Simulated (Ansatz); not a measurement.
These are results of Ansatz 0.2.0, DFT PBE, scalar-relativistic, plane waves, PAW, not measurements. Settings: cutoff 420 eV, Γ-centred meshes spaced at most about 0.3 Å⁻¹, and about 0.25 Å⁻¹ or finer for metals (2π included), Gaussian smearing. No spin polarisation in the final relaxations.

These are static total energies at zero pressure.

Two relaxed structures of Ca3As:

A.

```xyz
4
Lattice="5.6193 0.0000 0.0000 0.0000 5.6193 0.0000 0.0000 0.0000 5.7224" Properties=species:S:1:pos:R:3 pbc="T T T"
Ca    0.0000    2.8097    2.8612
Ca    2.8097    0.0000    2.8612
Ca    0.0000    0.0000    0.0000
As    2.8097    2.8097    2.8612
```

B.

```xyz
4
Lattice="6.4869 0.0000 0.0000 -3.2435 5.6179 0.0000 0.0000 0.0000 3.2643" Properties=species:S:1:pos:R:3 pbc="T T T"
Ca    3.2435    0.0000    0.0000
Ca   -1.6217    2.8089    0.0000
Ca    1.6217    2.8089    0.0000
As    0.0000    0.0000    1.6322
```

Question: Which would you expect to be lower, and how large is the difference?

Answer: A is lower, by 109 meV/atom. A has space group P4/mmm (No. 123), 45.2 Å³/atom and no gap on its mesh; B has space group P6/mmm (No. 191), 29.7 Å³/atom and no gap. Counting Ca atoms around As (those within 1.25 times the shortest such distance or 1.15 times the sum of covalent radii; the shortest distance is added where it is long for a bond), A has As 4 and B has As 12 from 3.6 Å. The lower one is the more open, so pressure narrows the difference. In A, Ca on a site of symmetry mmm is surrounded by 2 As at 2.81 Å and 8 Ca at 3.97–4.01 Å; around Ca on a site of symmetry 4/mmm lie 8 Ca at 4.01 Å; around As lie 4 Ca at 2.81 Å. In B, Ca has 6 Ca at 3.24–3.26 Å and 4 As at 3.63 Å; As has 2 As at 3.26 Å and 12 Ca at 3.63 Å. Both come from invented guesses. A third cell relaxed alike, in P6_3/mcm, lies 0.37 eV/atom below the lower of the two.

In P4/mmm, P6/mmm an odd number of electrons in the primitive cell allows no gap without spin; a larger cell or a magnetic state could open one. A magnetic state wasn't ruled out in cells without spin, among them P4/mmm, P6/mmm. Cells relaxed within their symmetry can be saddle points.
